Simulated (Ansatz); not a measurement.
AlN:
```yaml
crystal:
  lattice:
    - [5.29427, 0.00000, 0.00000]
    - [0.00000, 5.29427, 0.00000]
    - [0.00000, 0.00000, 3.10895]
  atoms:
    - { symbol: Al, position: [0.32285, 0.67715, 0.00000] }
    - { symbol: Al, position: [0.67715, 0.32285, 0.00000] }
    - { symbol: Al, position: [0.82285, 0.82285, 0.50000] }
    - { symbol: Al, position: [0.17715, 0.17715, 0.50000] }
    - { symbol: N, position: [0.31530, 0.31530, 0.00000] }
    - { symbol: N, position: [0.68470, 0.68470, 0.00000] }
    - { symbol: N, position: [0.18470, 0.81530, 0.50000] }
    - { symbol: N, position: [0.81530, 0.18470, 0.50000] }
```

Relaxed with PBEsol.

**Question.** Decompose the optical modes at the zone centre into irreducible representations, and say which are infrared and Raman allowed.

**Answer.** Point group 4/mmm: Γ_opt = 2A1g + 2A2g + A2u + 2B1g + 2B1u + 2B2g + 2Eg + 3Eu. Infrared: A2u, Eu. Raman: A1g, B1g, B2g, Eg.

**Question.** Assign frequencies (DFPT, PBEsol (plane waves, PAW; program Ansatz); without the LO–TO term).

**Answer.** B1g 142, Eg 209, B1u 335, A1g 397, A2g 402, Eu 464, B1g 469, B2g 573, Eu 588, A2g 613, Eu 692, Eg 697, B1u 714, A2u 722, A1g 748, B2g 804 cm⁻¹.

Subscripts of B labels follow the axes of the standard setting.

Space group P4_2/mnm. The start of the workflow was typed in or built on a structure type; neither database checked (COD, Materials Project) lists it. It is not the phase usual at ambient conditions (space group No. 186, 216). The cell was relaxed with PBEsol under the symmetry of its start; phonons on a q-mesh show no instability.

Potentials: the later of the program's two PAW sets.
